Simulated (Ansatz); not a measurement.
N:
```
CELL_PARAMETERS angstrom
      3.68564     0.00000     0.00000
     -1.84282     3.19185     0.00000
      0.00000     0.00000     7.77575
ATOMIC_POSITIONS crystal
  N  0.33333 0.66667 0.32031
  N  0.66667 0.33333 0.67969
  N  0.66667 0.33333 0.82031
  N  0.33333 0.66667 0.17969
```

Relaxed with r²SCAN+D4. Special points in fractions of this cell's reciprocal vectors: Γ (0.000, 0.000, 0.000); M (0.500, 0.000, 0.000); K (0.333, 0.333, 0.000); A (0.000, 0.000, 0.500); L (0.500, 0.000, 0.500); H (0.333, 0.333, 0.500).

**Question.** List the band energies nearest the valence-band maximum at these points for DFT-r²SCAN+D4 in the program Ansatz with PAW potentials.

**Answer.** In eV from the valence-band maximum; about four levels below and three above (degenerate sets whole), none deeper than 8.9 eV; points with the same levels are listed once.

```
k                                below                above
-  -----------------------------------  -------------------
Γ              -1.28 -1.28 -0.99 -0.04  9.17 9.17 9.41 9.41
M              -1.48 -1.40 -0.34 -0.05       7.91 8.49 8.83
K        -1.77 -1.77 -1.70 -0.15 -0.15       8.07 8.55 8.55
A  -1.30 -1.30 -1.30 -1.30 -0.48 -0.48  9.28 9.28 9.28 9.28
L              -1.44 -1.44 -0.21 -0.21  8.21 8.21 9.08 9.08
H              -1.75 -1.75 -0.18 -0.18  8.50 8.50 8.58 8.58
```

Space group P6_3/mmc. The first step of the workflow began from a Materials Project structure, measured or hypothetical; the Crystallography Open Database copy checked does not list it. It is not the usual solid phase (space group No. 205). The r²SCAN+D4 relaxation kept the symmetry of its start; its stability against distortions is not shown here. The substance is a gas or liquid at ambient conditions.

Potentials: the later of the program's two PAW sets.
